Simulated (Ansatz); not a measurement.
C:
```
C
1.0
    3.79573     0.00000     0.00000
    0.00000     3.79573     0.00000
    0.00000     0.00000     4.67233
C
12
Direct
  0.92394   0.07606   0.25000
  0.42394   0.42394   0.00000
  0.07606   0.92394   0.75000
  0.57606   0.57606   0.50000
  0.37885   0.83292   0.96637
  0.66708   0.87885   0.71637
  0.62115   0.16708   0.46637
  0.33292   0.12115   0.21637
  0.87885   0.66708   0.28363
  0.16708   0.62115   0.53363
  0.12115   0.33292   0.78363
  0.83292   0.37885   0.03363
```

Relaxed with r²SCAN.

Map the valence electron density (e/Å³), cut off at 2 on the plane through (0.424, 0.424, 0.000) spanned by u = [1, 1, 0] and v = [1, 0, 1] in lattice vectors, from r²SCAN in the plane-wave PAW code Ansatz.

x is the fraction of u, y of v (the angle between them is 64°; rows are the nearest grid lines); atoms in the plane: C at (0.00, 0.00), C at (0.74, 0.46), C at (0.70, 0.22), C at (0.20, 0.54), C at (0.91, 0.78).
```
y \ x   0.000  0.0741  0.185  0.259  0.370  0.444  0.556  0.630  0.741  0.815  0.926   1.00
------  -----  ------  -----  -----  -----  -----  -----  -----  -----  -----  -----  -----
1.00     1.39    1.60  0.432  0.190  0.125  0.140  0.197  0.206  0.242  0.498   1.66   1.39
0.933    1.81    1.51  0.613  0.332  0.249  0.232  0.248  0.272  0.387  0.608   1.44   1.81
0.833    1.34   0.679  0.381  0.493   1.10   1.18  0.660  0.448  0.780   1.48   1.81   1.34
0.767    1.54   0.645  0.215  0.330   1.34   1.69   1.25  0.553  0.509   1.22   1.45   1.54
0.700    1.71    1.10  0.375  0.279  0.769   1.50   1.60  0.769  0.246  0.442   1.38   1.71
0.600   0.639    1.41   1.56   1.15  0.352  0.411   1.21   1.41  0.539  0.220  0.260  0.639
0.533   0.269   0.845   1.43   1.65  0.492  0.215  0.636   1.54   1.43  0.707  0.175  0.269
0.467   0.219   0.512   1.74   1.55  0.518  0.195  0.374   1.15   1.39   1.56  0.353  0.219
0.400   0.324   0.556   1.40   1.23  0.369  0.179  0.370  0.905   1.73   1.47  0.538  0.324
0.300   0.339   0.806   1.58   1.57  0.431  0.247  0.727   1.42   1.43  0.733  0.293  0.339
0.233   0.256   0.611   1.74   1.59  0.741  0.393  0.898   1.60   1.66  0.926  0.239  0.256
0.167   0.391   0.439  0.997   1.21  0.752  0.476  0.650   1.33   1.72   1.56  0.584  0.391
0.0667   1.55   0.977  0.346  0.267  0.233  0.238  0.269  0.322  0.576   1.03   1.82   1.55
0.000    1.39    1.60  0.432  0.190  0.125  0.140  0.197  0.206  0.242  0.498   1.66   1.39
```

The density is the valence pseudo-density with augmentation charge, so density and ELF within about 1 Å of a nucleus are not all-electron values.

Space group P4_32_12. The start of the workflow was typed in or built on a structure type; neither database checked (COD, Materials Project) lists it. It is not the phase usual at ambient conditions (space group No. 194, 227). The cell was relaxed with r²SCAN under the symmetry of its start; its stability against distortions is not shown here.

Potentials: the earlier of the program's two PAW sets.
